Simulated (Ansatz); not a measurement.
An Ansatz (a first-principles code) run. Input:

Ansatz 0.2 input:
```yaml
crystal:
  lattice:
    - [1.5809717219, -4.2274608213, 0.0]
    - [1.5809717219, 4.2274608213, 0.0]
    - [0.0, 0.0, 3.095554214]
  atoms:
    - { symbol: B, position: [0.5612520088, 0.4387479912, 0.75] }
    - { symbol: B, position: [0.4387479912, 0.5612520088, 0.25] }
    - { symbol: W, position: [0.8553526784, 0.1446473216, 0.75] }
    - { symbol: W, position: [0.1446473216, 0.8553526784, 0.25] }
kpoints:
  mp_grid: { grid: [14, 14, 13] }
hamiltonian:
  xc: r2scan
  pseudopotentials: { kind: paw }
scf:
  occupations: { method: gaussian, width: 0.05 }
checkpoint: { read: metal.run }
output: { write_density: true, elf: true, volumetric_format: npy }
basis: { fft_grid_basis: typed }
```

Output (shortened):

```
Pseudopotentials: kind: paw
Pseudopotential: B, paw, valence charge 3
Pseudopotential: W, paw, valence charge 14
Functional definition: r2SCAN
Crystal: 4 atoms, lattice volume = 41.378 Å³
Basis set: ecut = 500 eV, 1037 PW (Γ), exchange–correlation on 144×144×96 points (64 copies of the dense FFT grid, shifted against one another)
Bands: 25, of which v1, the nominal top of the filled ones, is band 17 counted from 1 (16 counted from 0)
Symmetry: 8 space group operations
Space group: Cmcm (ITA 63), of the structure as read, at distance tolerance 3.5e-5 Å
k-points: 399 of 2548
PAW frozen core: B, regenerated for the run's functional
PAW frozen core: W, regenerated for the run's functional
Initial density: read from a saved state, or passed on in memory by an earlier SCF of this step, an earlier step, the calling program or the single point that …
Stability of the state it starts from, as read at its close in the unpolarized treatment …
Initial wavefunctions: pseudopotential atomic-orbital guess
Eigensolver: davidson
Functional: x = r2scan, c = r2scan; τ floored in thin density (d = 2e-4 eV/Å³)
iter 1 solved again at ethr=1.03e-8 eV; its pass at ethr=3.10e-3 eV (dr2=3.51e-6 eV) is discarded
SCF iter   1: F=—  HF=-21109.163678 eV  |F-HF|=—  |Δ(HF+E_count)|=         —  Δρ=2.75e-7  dr2=1.74e-11  dr2_τ=3.42e-12  ethr=1.03e-8  ⟨swp⟩=3.8  Hψ=77619  notcnv=0
all-band conjugate gradients solve this SCF's bands
preconditioner: auto → Kerker (q_TF=auto, 2.640 Å⁻¹)
SCF iter   2: F=-21109.163678 eV  HF=-21109.163678 eV  |F-HF|=3.64e-12  |Δ(HF+E_count)|=  7.09e-10  Δρ=2.09e-7  dr2=1.16e-11  dr2_τ=1.55e-12  ethr=1.00e-12  ⟨swp⟩=6.7  Hψ=36346  notcnv=0
SCF 1 converged in 2 iterations: F = -21109.163678 eV  dr2 = 1.16e-11
SCF converged after 2 iterations
Free energy (F): -21109.163678 eV
Harris-Foulkes:  -21109.163678 eV  (|F-HF|=3.64e-12)
Internal energy: -21109.161507 eV  (E = F + TS)
E sigma→0 (E₀):  -21109.162592 eV
Entropy (-TS):   -0.002171 eV (-0.543 meV/atom)
Fermi energy:    21.803475 eV
--- Per-component energies (eV) ---
  E_band       = -153.318777
  E_kinetic    = 1007.648288
  E_local      = -1284.527535  (includes V_loc(G=0)·N_el)
  E_nonlocal   = 23.056617
  E_hartree    = 475.141311
  E_xc         = -564.457613
  E_vxc        = -607.735121  (∫ρ·V_xc dr)
  E_paw        = -17347.044719  (= ΣΔE_a)
  E_vpaw       = -273.088911  (= ΣTr[D̂ρ^β])
  E_aug_tail   = -0.000097  (compensation charges beyond the density's cutoff)
  E_vtau       = 31.045428  (kinetic-family band-sum trace: ∫τ·v_τ [+ j·A + Jᵃ·Aᵃ] dr)
  E_ewald      = -3417.764977
  E_core_change = -1.212782  (= ΣΔE_core)
  E_smearing   = -0.002171  (= −TS)
  E_closure    = 0.000000  (closes the sum)
  Σ components = -21109.163678   (vs F -21109.163678, Δ=0.00e0)
  [band-id]    e_kinetic+e_local+e_nonlocal+2·e_hartree+e_vxc+e_vpaw+e_augmentation_tail+e_vtau = -153.318708   (vs E_band -153.318777, Δ=6.84e-5)
--- Band table (eV; the first three rows and the last of 399) ---
  k-point 0: bands = ["-54.7533", "-54.6342", "-18.8430", "-18.4303", "-18.4269", "-18.1838", "-17.9967", "-17.9774", "6.6852", "12.2567", "16.0307", "16.4474", "16.7956", "17.0132", "18.8883", "20.3792", "20.9912", "21.7333", "22.9477", "23.1497", "24.1154", "26.1111", "26.2050", "29.4124", "29.6418"]
  k-point 1: bands = ["-54.7508", "-54.6351", "-18.8298", "-18.4447", "-18.4214", "-18.1852", "-18.0223", "-17.9869", "6.7928", "12.3567", "15.7449", "16.5304", "16.7193", "17.1326", "18.7660", "20.0615", "20.9789", "21.8572", "22.8967", "23.1879", "24.0790", "26.3713", "26.6819", "29.3016", "29.3449"]
  k-point 2: bands = ["-54.7435", "-54.6380", "-18.7916", "-18.4830", "-18.4053", "-18.1897", "-18.0934", "-18.0155", "7.1077", "12.6342", "15.0663", "16.5285", "16.7577", "17.3616", "18.4146", "19.2982", "21.0215", "22.1977", "22.9276", "23.3047", "24.0598", "26.6733", "27.9725", "28.6067", "29.1419"]
  k-point 398: bands = ["-54.6829", "-54.6769", "-18.8886", "-18.8759", "-18.2949", "-18.2469", "-18.0344", "-18.0271", "10.2008", "10.8907", "14.9740", "15.7164", "17.5654", "17.6576", "18.1087", "18.6465", "20.2093", "20.9235", "21.5874", "22.1429", "24.3172", "24.5889", "31.1489", "31.2582", "31.4269"]
  band table: 25 of 25 bands, residual norms ≤ 1.0e-3 eV
```

Cost: around 19 core-seconds (rough) on shared cores.

The workflow started from a Materials Project entry (that database holds measured and hypothetical structures alike); the Crystallography Open Database copy checked does not list it. COD files the formula under space group No. 141. Whether it is the stable phase at ambient conditions was not checked. The r²SCAN relaxation kept the symmetry of its start; its stability against distortions is not shown here. The run is not spin-polarised. Scalar-relativistic: spin–orbit coupling is off unless named, which matters more the heavier the elements.

Potentials: the later of the program's two PAW sets.

Ansatz is a plane-wave DFT program.
